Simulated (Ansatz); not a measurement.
ZrGeO3:
```cif
data_GeO3Zr
_chemical_formula_sum 'Zr1 Ge1 O3'
_space_group_name_H-M_alt 'P4mm'
_space_group_IT_number 99
_space_group_name_Hall 'P 4 -2'
_cell_length_a 4.00922
_cell_length_b 4.00922
_cell_length_c 4.36653
_cell_angle_alpha 90.000
_cell_angle_beta 90.000
_cell_angle_gamma 90.000
loop_
_atom_site_label
_atom_site_type_symbol
_atom_site_symmetry_multiplicity
_atom_site_Wyckoff_symbol
_atom_site_fract_x
_atom_site_fract_y
_atom_site_fract_z
_atom_site_occupancy
Zr1 Zr 1 b 0.50000 0.50000 0.57878 1
Ge1 Ge 1 a 0.00000 0.00000 0.19970 1
O1 O 2 c 0.00000 0.50000 0.44940 1
O2 O 1 b 0.50000 0.50000 0.01291 1
```

Relaxed with r²SCAN.

Question: Tabulate the valence density and the electron localisation function along the shortest Zr–O contact (1.90 Å), plane-wave PAW r²SCAN (Ansatz code).

Answer: 

| distance from Zr (Å) | density (e/Å³) | ELF |
|---|---|---|
| 0.19 | 3.31 | 0.15 |
| 0.28 | 3.81 | 0.36 |
| 0.38 | 3.99 | 0.57 |
| 0.47 | 3.75 | 0.69 |
| 0.57 | 3.17 | 0.72 |
| 0.66 | 2.46 | 0.67 |
| 0.76 | 1.81 | 0.54 |
| 0.85 | 1.34 | 0.38 |
| 0.95 | 1.11 | 0.29 |
| 1.04 | 1.11 | 0.36 |
| 1.14 | 1.33 | 0.56 |
| 1.23 | 1.79 | 0.73 |
| 1.33 | 2.57 | 0.80 |
| 1.42 | 3.70 | 0.78 |
| 1.52 | 5.00 | 0.71 |
| 1.61 | 6.20 | 0.58 |
| 1.71 | 7.06 | 0.41 |

The density is the valence pseudo-density with augmentation charge, so density and ELF within about 1 Å of a nucleus are not all-electron values.

The start of the workflow was typed in or built on a structure type; neither database checked (COD, Materials Project) lists it. Whether it is the stable phase at ambient conditions was not checked. Symmetry was held in the r²SCAN relaxation; its stability against distortions is not shown here. The run is not spin-polarised.

Potentials: the later of the program's two PAW sets.
